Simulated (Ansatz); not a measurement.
## Structure relaxation, TiTe2

The start is a relaxed TiTe2 cell shaken by Gaussian noise of σ = 0.08 Å a coordinate. A full variable-cell relaxation at zero pressure is run with PBE (plane waves to 420 eV, PAW, scalar-relativistic; Ansatz, an electronic-structure program). First-step values are on the input's coarse k-mesh.

Ansatz input (later rounds restart from its end on a renewed k-mesh):
Ansatz 0.2 input:
```yaml
crystal:
  lattice:
    - [6.7726988121, 0, 0]
    - [0, 6.7997571065, 0]
    - [-1.2647277703, 0, 7.0566069187]
  atoms:
    - { symbol: Ti, position: [0.2961323122, 0.0768952668, 0.2162838734] }
    - { symbol: Ti, position: [0.7110775856, 0.5548476815, 0.2776992472] }
    - { symbol: Ti, position: [0.7125061627, 0.9325113379, 0.8036734518] }
    - { symbol: Ti, position: [0.3121004038, 0.4354572797, 0.7080412379] }
    - { symbol: Te, position: [0.0752310449, 0.3502695716, 0.3275347976] }
    - { symbol: Te, position: [0.9356994488, 0.8644104351, 0.1535755944] }
    - { symbol: Te, position: [0.9284385809, 0.658465173, 0.649155417] }
    - { symbol: Te, position: [0.0713767862, 0.1729616386, 0.8556100054] }
    - { symbol: Te, position: [0.438180138, 0.7595779674, 0.5017940622] }
    - { symbol: Te, position: [0.558041497, 0.2481509645, -0.0036209561] }
    - { symbol: Te, position: [0.5681133695, 0.2374012908, 0.5007420438] }
    - { symbol: Te, position: [0.4292066582, 0.7186743451, 0.9851864712] }
basis: { ecutwfc: 420, ecutrho_ratio: 4, xc_grid: 2, fft_grid_basis: typed }
kpoints: { mp_grid: { grid: [3, 3, 3] } }
hamiltonian:
  xc: pbe
  dispersion: none
  pseudopotentials: { kind: paw }
scf: { occupations: { method: fermi_dirac, width: 0.05 } }
relax: { f_tol: 0.01, max_steps: 100, cell: { stress_tol: 0.02 } }
output: { forces: true, stress: true }
```

Question: How much energy is released per atom?

Answer: 0.04 eV/atom.

Question: Does it find its way back to the structure it was made from?

Answer: The parent structure is recovered, P2₁/c (No. 14).

Question: How do the shortest distances between atoms change?

Answer: The closest pairs of elements (up to four, under 3.6 Å), start → end: Te–Ti 2.60 → 2.69 Å; Te–Te 3.24 → 3.39 Å.

Question: What band gap does the relaxed structure have at this level?

Answer: Zero (metallic).

Final structure:

```cif
data_Te8Ti4
_chemical_formula_sum 'Ti4 Te8'
_space_group_name_H-M_alt 'P21/c'
_space_group_IT_number 14
_space_group_name_Hall '-P 2ybc'
_cell_length_a 6.77267
_cell_length_b 6.79996
_cell_length_c 7.16915
_cell_angle_alpha 90.000
_cell_angle_beta 100.167
_cell_angle_gamma 90.000
loop_
_atom_site_label
_atom_site_type_symbol
_atom_site_symmetry_multiplicity
_atom_site_Wyckoff_symbol
_atom_site_fract_x
_atom_site_fract_y
_atom_site_fract_z
_atom_site_occupancy
Ti1 Ti 4 e 0.29067 0.43973 0.20909 1
Te1 Te 4 e 0.07207 0.16117 0.34455 1
Te2 Te 4 e 0.57140 0.23931 0.01501 1
```

Final values are on a 6×6×6 k-mesh of the relaxed cell. No spin polarisation in the result.

The relaxed structure here is a generated cell of TiTe2: the first start was made by placing the elements on the sites of a structure type, and the end was not matched to a known phase here, so it may be hypothetical. Known forms of TiTe2 include space group No. 164.
